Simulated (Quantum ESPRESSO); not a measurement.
# Where does C sit best among Ge sites?

Calculated results; nothing here was measured. They come from pw.x of Quantum ESPRESSO 7.5, a plane-wave density functional program, with PseudoDojo standard norm-conserving files (v0.5 for PBE, v0.4.1 for LDA and PBEsol). The cells are made up: elements, strain and atom displacements were drawn at random, and nothing was relaxed. There is no spin polarisation, spin-orbit coupling or dispersion term.

The cell has 8 sites of a zincblende or diamond lattice. Sites 1 to 4 hold X X X X; sites 5 to 8 hold Ge Si Ge Si. Cell vectors in Å: (5.404, 0.005, -0.102); (0.005, 5.498, -0.004); (-0.102, -0.004, 5.561). Settings: PBE, cutoff 1116 eV, 6 x 6 x 6 k mesh shifted by half a step, Fermi-Dirac smearing of 0.1 eV.

In each run one of the sites marked X holds C and the others hold Ge; cell and positions stay the same. E is the free energy of the cell.

| site of the guest | first shell | mean distance (Å) | E above the lowest (eV) | P (GPa) | force on the guest (eV/Å) |
| --- | --- | --- | --- | --- | --- |
| 1 | Ge2Si2 | 2.318 | 0.000 | 0.46 | 0.946 |
| 2 | Ge2Si2 | 2.363 | 1.032 | 2.27 | 1.167 |
| 3 | Ge2Si2 | 2.336 | 0.963 | 1.94 | 0.479 |
| 4 | Ge2Si2 | 2.534 | 2.335 | 5.30 | 0.708 |

A rerun of one of these cells at 1347 eV and k mesh 8 x 8 x 8 moved values by no more than 0.003 eV in the cell's energy, 0.04 GPa in stress and 0.019 eV/Å in force.

## Reading the table

Site 1 is lowest, by 0.963 eV, over three times the rerun's bound. A straight line of energy against the mean distance has a slope of 9.0 ± 2.5 eV/Å, so the guest costs less on the tighter sites. The positions are random and not relaxed, so the differences hold for this frozen cell and are not site preferences of a real crystal.